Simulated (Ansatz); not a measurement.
Ta$_{2}$O$_{5}$:
```
Ta2O5
1.0
    3.81022     0.00000     0.00000
    0.00000     3.83706     0.00000
   -1.89905     0.00000     6.45976
Ta O
2 5
Cartesian
  0.95803   0.00000   5.11866
  0.95314   0.00000   1.34110
  0.96056   1.91853   5.17191
  0.95060   1.91853   1.28785
 -0.94632   0.00000   5.62462
  2.85749   0.00000   0.83514
  0.95558   0.00000   3.22988
```

Relaxed with LDA. Special points in fractions of this cell's reciprocal vectors: Γ (0.000, 0.000, 0.000); Z (0.000, 0.500, 0.000); D (0.000, 0.500, 0.500); B (0.000, 0.000, 0.500); A (-0.500, 0.000, 0.500); E (-0.500, 0.500, 0.500); C2 (-0.500, 0.500, 0.000); Y2 (-0.500, 0.000, 0.000).

Question: List the band energies nearest the valence-band maximum at these points for DFT-LDA in the program Ansatz with PAW potentials.

Answer: In eV from the valence-band maximum; about four levels below and three above (degenerate sets whole), none deeper than 8.9 eV; points with the same levels are listed once.

```tsv
k	below	above
Γ	-0.89 -0.83 -0.61 -0.55	2.18 2.63 2.83
Z	-2.41 -1.82 -1.71 -0.32	4.38 5.57 5.79
D	-2.29 -1.88 -1.39 -0.32	4.20 5.55 5.57
B	-0.91 -0.89 -0.79 -0.70	2.14 2.67 2.76
A	-1.12 -1.09 -0.95 -0.76	2.53 3.16 4.04
E	-1.99 -0.67 -0.11 0.00	3.25 5.12 5.68
C2	-1.99 -0.66 -0.11 0.00	3.25 5.12 5.69
Y2	-1.11 -1.09 -0.95 -0.76	2.53 3.17 4.05
```

Space group Cmmm. The workflow started from a Materials Project entry (that database holds measured and hypothetical structures alike); the Crystallography Open Database copy checked does not list it. COD files the formula under space group No. 49, so this cell is another polymorph or a model. Its standing as an ambient phase is unchecked. The LDA relaxation kept the symmetry of its start; of distortions, only those at the zone centre were tested. The run is not spin-polarised. Point labels and valley counts follow the cell and symmetry of the run, lower than the named group. Spin–orbit coupling is left out wherever it is not named.

Potentials: the later of the program's two PAW sets.
